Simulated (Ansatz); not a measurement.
LiH (rock salt, Fm-3m), LDA in the plane-wave PAW code Ansatz. The conduction-band minimum lies at X, with 3 equivalent valleys. Second derivatives d²E/dk² of the lowest band at one valley (eV·Å²), along Cartesian directions:

```json
[
 {"direction": "[100]", "d²E/dk²": "77.61"},
 {"direction": "[010]", "d²E/dk²": "7.478"},
 {"direction": "[001]", "d²E/dk²": "7.478"},
 {"direction": "[110]", "d²E/dk²": "42.59"},
 {"direction": "[101]", "d²E/dk²": "42.59"},
 {"direction": "[011]", "d²E/dk²": "7.478"}
]
```

Find the principal effective masses, the density-of-states mass and the conductivity mass.

Off-diagonal terms follow from H_xy = H[110] − (H_xx + H_yy)/2, and m*/mₑ = 7.620 eV·Å² over each eigenvalue: 0.098, 1.0, 1.0. One valley's DOS mass (m₁m₂m₃)^(1/3) = 0.47, conductivity mass 3/(Σ 1/mᵢ) = 0.25 mₑ.

What effective density of states Nc follows at 300 K for parabolic valleys?

Nc = 2.509e19 × 3 × (0.47)^(3/2) ≈ 2.4e19 cm⁻³.

With the computed static dielectric constant 14.4 (mean of the diagonal), estimate a hydrogenic donor's binding energy and radius.

E = 13.606 eV × 0.25/14.4² ≈ 16 meV; a = 0.529 Å × ε/m* ≈ 30 Å. Semilocal masses tend to be too small where the gap is.

With ε∞ = 4.98 and ω_LO = 1099 cm⁻¹, what Fröhlich coupling constant follows?

α = (1/ε∞ − 1/ε0) √(m* × 13.606 eV/ħω_LO) = 0.66.

The LDA relaxation kept the symmetry of its start; phonons on a q-mesh show no instability.

Potentials: the later of the program's two PAW sets.
